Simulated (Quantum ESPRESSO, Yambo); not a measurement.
# K₂Pt: DFT and GW levels

Space group Fm-3m (No. 225); a = b = c = 7.472 Å, α = β = γ = 90.00°

```csv
atom,site,symmetry,x,y,z
K,8c,-43m,0.2500,0.2500,0.2500
Pt,4a,m-3m,0.0000,0.0000,0.0000
```
(The calculation used a cell of 3 atoms; values per cell refer to that cell.)

Cell and atoms were relaxed with PBEsol from Materials Project entry mp-1062676, within its symmetry.

Starting point: PBEsol (Quantum ESPRESSO, PseudoDojo norm-conserving, 84 Ry, scalar-relativistic). G0W0 in Yambo: 4×4×4 Γ-centred k mesh, bands 5 to 154 and a 7 Ry block in the screening, 154 bands in G with the Bruneval-Gonze terminator, plasmon pole fitted at 27.2 eV.

```json
{
  "PBEsol gap along the band path": "1.40 eV",
  "PBEsol gap between the mesh's edge points (X → L)": "1.40 eV",
  "G0W0 gap between the same points": "2.21 eV",
  "PBEsol smallest direct gap on the mesh (at L)": "1.47 eV",
  "G0W0 direct gap at that point": "2.29 eV"
}
```

```
k point  band  E PBEsol (eV)  E QP (eV)  shift (eV)     Z
-------  ----  -------------  ---------  ----------  ----
Γ          VB          -0.05      -0.69       -0.64  0.75
Γ          CB           3.55       4.25        0.70  0.80
L          VB          -0.07      -0.69       -0.62  0.75
L          CB           1.40       1.60        0.20  0.83
X          VB           0.00      -0.61       -0.61  0.75
X          CB           1.64       2.03        0.40  0.82
W          VB          -0.05      -0.67       -0.61  0.75
W          CB           2.71       3.17        0.47  0.82
```

Energies count from the PBEsol valence-band maximum.

Nearest settings tried, and what they do to the gap: 70 bands in W: -39 meV; 1 Ry block (27 vectors against 259): -40 meV. Not varied: bands in G, mesh. So the settings aren't converged at that level.

Spin-orbit coupling is left out, which matters for elements this heavy: edges can move by tenths of an eV.

The structure is a Materials Project entry; no match was found in the copy of COD used, and its stability was not checked.
